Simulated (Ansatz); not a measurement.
## Data sheet: CuI (DFT)

CuI:
```xyz
6
Lattice="4.1670 0.0000 0.0000 -2.0835 3.6087 0.0000 0.0000 0.0000 9.6425" Properties=species:S:1:pos:R:3 pbc="T T T"
Cu     1.0415     1.8039     4.8212
Cu     2.0840     0.0000     8.0354
Cu    -1.0420     1.8048     1.6071
I      1.0417     1.8042     0.0000
I      2.0836     0.0000     3.2142
I     -1.0418     1.8045     6.4283
```

Space group P6_422 (No. 181); conventional cell a = b = 4.167 Å, c = 9.642 Å, α = β = 90.00°, γ = 120.00°.

Method: the program Ansatz at the PBE+D3(BJ) level (PAW). Structure relaxed to zero pressure with the same functional. Other levels are named where they apply.

### Cell and energy

Volume per atom: 24.17 Å³
Density: 6.54 g/cm³
Formation energy from the elements (no fitted shifts): 0.030 eV/atom

### Electronic structure

* **Band gap**: 0.69 eV (indirect)
* **Valence-band maximum**: at A
* **Conduction-band minimum**: at Γ
* **Smallest direct gap on the standard path**: 1.17 eV
* **Electron effective mass**: 0.13, 0.14, 0.14 mₑ (principal values)
* **Hole effective mass**: 0.35, 0.35, 0.62 mₑ (principal values)

### Magnetism

Magnetic order: non-magnetic (starting moments vanished)

### Mechanics

- Bulk modulus (Birch–Murnaghan fit): 50.2 GPa
- Pressure derivative B′: 5.1

The start of the workflow was typed in or built on a structure type; neither database checked (COD, Materials Project) lists it. It is not the phase usual at ambient conditions (space group No. 216). The cell was relaxed with PBE+D3(BJ) under the symmetry of its start; its stability against distortions is not shown here. The workflow began spin-polarised and lost its moments. The volume moved by -32 % from the start of the relaxation. Point labels and valley counts follow the cell and symmetry of the run, lower than the named group. The references are the lowest solids computed at this level, not always the standard phases. Scalar-relativistic: spin–orbit coupling is off unless named, which matters more the heavier the elements.

Potentials: the earlier of the program's two PAW sets.
